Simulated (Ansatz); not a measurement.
Cd (hcp, Mg type)

```
CELL_PARAMETERS angstrom
      3.01606     0.00000     0.00000
     -1.50803     2.61198     0.00000
      0.00000     0.00000     5.81912
ATOMIC_POSITIONS crystal
  Cd 0.33333 0.66667 0.75000
  Cd 0.66667 0.33333 0.25000
```

In this cell atom 2 (Cd, nearest neighbour Cd at 3.016 Å; its periodic images, 3.0 Å or more away, move with it) is moved by s along Cartesian [110], unit vector (0.707, 0.707, 0.000); all other atoms and the cell stay fixed.

Level of theory: PBE (plane waves to 420 eV, PAW, scalar-relativistic; Ansatz, a program for electronic structure). k mesh 14×14×7 (Γ-centred), Fermi-Dirac smearing 0.05 eV. The energy includes the smearing's −TS. With partly filled bands, energies and forces of such displacements shift with the k mesh and the smearing. On this mesh the relaxed cell isn't quite at rest: it carries a pressure of 0.2 GPa (compression positive) at the zero of the scan. Cd was relaxed with its symmetry unable to fall. The relaxed volume of Cd is well above the measured one; the method has no dispersion term. The zero of ΔE is the undisplaced structure. The last digit holds for this mesh only.

| s (Å) | ΔE (meV/cell) |
|---|---|
| -0.600 | 19.40 |
| -0.480 | withheld |
| -0.360 | 9.16 |
| -0.240 | 4.56 |
| -0.120 | 1.25 |
| 0.000 | 0.00 |
| 0.120 | 1.43 |
| 0.240 | 5.97 |
| 0.360 | 13.79 |
| 0.480 | 24.83 |
| 0.600 | 38.84 |

Problem. Fit a polynomial form (powers 2, 3, 4) to the given rows and predict ΔE at s = -0.480.

Solution. Least squares on the 10 given rows: ΔE = (93.52)·s² + (45.37)·s³ + (-34.94)·s⁴, in meV/cell with s in Å; root-mean-square residual 0.112 meV/cell. At -0.480 the fit gives 14.67 meV/cell; the calculation gives 14.29 meV/cell, so the interpolation is off by 0.38 (+2.7 %). The quadratic term alone would give 21.55 meV/cell.

(A displaced cell: forces are minus the slopes of the energy, force constants its curvatures, and phonons follow from these.)
